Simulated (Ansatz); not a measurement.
CF₄:
```xyz
10
Lattice="4.1643 2.1062 0.0000 -4.1643 2.1062 0.0000 -4.1189 0.0000 7.1759" Properties=species:S:1:pos:R:3 pbc="T T T"
F     -3.4015     2.0948     4.3473
F     -2.7769     2.0948     6.4165
F     -0.7174     2.1176     2.8286
F     -1.3420     2.1176     0.7594
C     -1.0297     2.8829     1.7940
C     -3.0892     1.3295     5.3819
F     -2.0640     3.6466     2.1080
F      0.0045     3.6466     1.4800
F     -2.0549     0.5658     5.0679
F     -4.1235     0.5658     5.6959
```

Relaxed with r²SCAN+D4.

Q: Map the electron localisation function on the plane through (0.684, 0.684, 0.250) spanned by u = [1, 0, 0] and v = [1, 1, 1] in lattice vectors, from plane-wave PAW r²SCAN+D4 (Ansatz code).

A: x is the fraction of u, y of v (the angle between them is 101°; rows are the nearest grid lines); atoms in the plane: C at (0.00, 0.00), F at (0.80, 0.55).
```
y \ x   0.000  0.0870  0.174  0.261  0.348  0.435  0.565  0.652  0.739  0.826  0.913   1.00
------  -----  ------  -----  -----  -----  -----  -----  -----  -----  -----  -----  -----
1.00    0.015   0.600  0.756  0.728  0.851  0.718  0.008  0.010  0.044  0.230  0.287  0.015
0.925   0.505   0.254  0.674  0.833  0.771  0.301  0.020  0.562  0.773  0.722  0.795  0.505
0.850   0.475   0.022  0.043  0.054  0.013  0.002  0.302  0.779  0.826  0.754  0.830  0.475
0.775   0.018   0.009  0.188  0.352  0.265  0.048  0.010  0.276  0.553  0.622  0.403  0.018
0.700   0.032   0.623  0.855  0.801  0.804  0.648  0.009  0.002  0.005  0.011  0.012  0.032
0.625   0.093   0.533  0.699  0.710  0.836  0.602  0.006  0.335  0.761  0.822  0.578  0.093
0.550   0.606   0.304  0.415  0.134  0.039  0.010  0.212  0.754  0.719  0.408  0.739  0.606
0.450   0.502   0.723  0.664  0.823  0.652  0.042  0.102  0.604  0.720  0.444  0.101  0.502
0.375   0.728   0.850  0.851  0.757  0.315  0.006  0.002  0.004  0.007  0.010  0.208  0.728
0.300   0.103   0.213  0.167  0.025  0.002  0.004  0.012  0.013  0.006  0.002  0.016  0.103
0.225   0.091   0.029  0.005  0.001  0.003  0.010  0.027  0.015  0.003  0.013  0.100  0.091
0.150   0.597   0.235  0.028  0.009  0.008  0.004  0.003  0.005  0.180  0.637  0.726  0.597
0.0750  0.551   0.293  0.214  0.538  0.702  0.502  0.005  0.032  0.354  0.537  0.588  0.551
0.000   0.015   0.600  0.756  0.728  0.851  0.718  0.008  0.010  0.044  0.230  0.287  0.015
```

The density is the valence pseudo-density with augmentation charge, so density and ELF within about 1 Å of a nucleus are not all-electron values.

Space group C2/c. The workflow started from an entry of the Crystallography Open Database (COD). The r²SCAN+D4 relaxation kept the symmetry of its start; its stability against distortions is not shown here. The substance is a gas or liquid at ambient conditions.

Potentials: the later of the program's two PAW sets.
